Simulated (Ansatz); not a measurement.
The elements of this relaxed trial crystal are hidden behind letters.

```
lattice vectors (Å)
   1.5226    0.8791   12.3737
  -1.5226    0.8791   12.3737
   0.0000   -1.7581   12.3737
fractional positions
X 0.8998 0.8998 0.8998
X 0.1002 0.1002 0.1002
Z 0.2995 0.2995 0.2995
Z 0.5000 0.5000 0.5000
Z 0.7005 0.7005 0.7005
Q 0.5986 0.5986 0.5986
Q 0.2009 0.2009 0.2009
Q 0.7991 0.7991 0.7991
Q 0.4014 0.4014 0.4014
Q 0.0000 0.0000 0.0000
```

The calculation used DFT PBE, scalar-relativistic, plane waves, PAW (Ansatz). Cutoff 420 eV, Γ-centred 12×12×12 mesh (10-atom cell), Gaussian smearing of 0.02 eV, no spin polarisation.

- Space group: R-3m (No. 166)
- Conventional cell: a = 3.045 Å, c = 37.121 Å
- Volume per atom: 9.94 Å³
- Density: 5.43 g/cm³
- Energy over the elements: −1.839 eV/atom
- Gap on the 12×12×12 mesh of the 10-atom cell: 1.93 eV

Energies are uncorrected and count from the elements' standard states at the same level.

Question: X is an s-block element of period 3, Z is a d-block element of period 4 and Q is a p-block element of period 2. Which elements are they?

Answer: X = Mg, Z = Zn, Q = O, so the formula is Mg2Zn3O5. Density times volume gives a mean mass of 5.43 × 9.94/1.6605 = 32.5 u per atom, and this set has 32.5 u. Among the elements that the hints allow, noble gases aside, only these give it. Around Mg lie 6 O at 2.13 Å; Zn on a site of symmetry 3m is surrounded by 6 O at 2.16–2.17 Å; O on a site of symmetry 3m is surrounded by 3 Mg at 2.13 Å and 3 Zn at 2.17 Å; 3 more sites not described.

Kohn–Sham gaps at this level usually fall short of measured ones. A later test with randomly moved atoms came back to the same energy, though modes that don't fit the test's cell weren't probed.
